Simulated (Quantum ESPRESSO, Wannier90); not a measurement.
# Tight-binding from DFT: BN (Fmm2)

```xyz
2
Lattice="-1.2516 0.0000 -2.1661 -1.2516 0.0000 2.1661 1.2516 3.4953 0.0000" Properties=species:S:1:pos:R:3 pbc="T T T"
B      0.0000     0.0000     0.0002
N      0.0000     0.0000    -1.4441
```

Cell from Materials Project (mp-685145), symmetrised, no further relaxation. Not found in the COD (Crystallography Open Database) copy used, which has the formula in other groups; not checked further. Level: PBEsol, no spin polarisation, no spin-orbit coupling; pw.x of Quantum ESPRESSO at 68 Ry with PseudoDojo potentials, 12×12×12 k-points, Wannier90. Density: 14×14×14 mesh, cold smearing 0.01 Ry. The cell is built of weakly bound layers, chains or molecules, whose nearest atoms lie 3.57 Å apart. Database cells relaxed without dispersion often hold them too far apart, which can enlarge gaps and weakens couplings between them; spacing and stacking were not compared with the measured crystal.

Band 1 is isolated and gives one Wannier function a cell (N2 2s 54 %, B1 2p 29 %, B1 2s 13 %; spread 0.90 Å²). Its on-site energy is ε = -15.641 eV relative to the valence-band maximum, and its hoppings t(R) = t(−R) to the nearer images are (images within this range that aren't listed have |t| under 5 meV):

```
R (lattice vectors; −R alike)  distance (Å)  t (eV)
-----------------------------  ------------  ------
0 1 0                                  2.50  -0.427
1 0 0                                  2.50  -0.427
1 1 0                                  2.50  -0.425
0 0 1                                  3.71  -0.022
1 1 1                                  3.71  -0.022
0 1 1                                  4.11  -0.007
1 0 1                                  4.11  -0.007
```

Work out the band energy at Γ, Y, T, Z from these numbers.

For one orbital E(k) = ε + Σ_R 2 t(R) cos(2π k·R), the sum over the listed R.
- Γ, k = (0.000, 0.000, 0.000): E = -15.641 + (-0.427)·(4.00) + (-0.425)·(2.00) + (-0.022)·(4.00) + (-0.007)·(4.00) = -18.32 eV; pw.x: -17.89 eV
- Y, k = (0.000, 0.000, 0.500): E = -15.641 + (-0.427)·(4.00) + (-0.425)·(2.00) + (-0.022)·(-4.00) + (-0.007)·(-4.00) = -18.08 eV; pw.x: -17.69 eV
- T, k = (0.500, -0.500, 0.500): E = -15.641 + (-0.427)·(-4.00) + (-0.425)·(2.00) + (-0.022)·(-4.00) + (-0.007)·(4.00) = -14.72 eV; pw.x: -14.60 eV
- Z, k = (0.500, -0.500, 0.000): E = -15.641 + (-0.427)·(-4.00) + (-0.425)·(2.00) + (-0.022)·(4.00) + (-0.007)·(-4.00) = -14.84 eV; pw.x: -14.71 eV

At these points the listed shells miss the plane-wave band by up to 0.42 eV, of a width of 3.84 eV on the path. With all its hoppings the model misses the band by 0.5 meV at worst on the whole path, so most of the miss comes from the hoppings not listed.
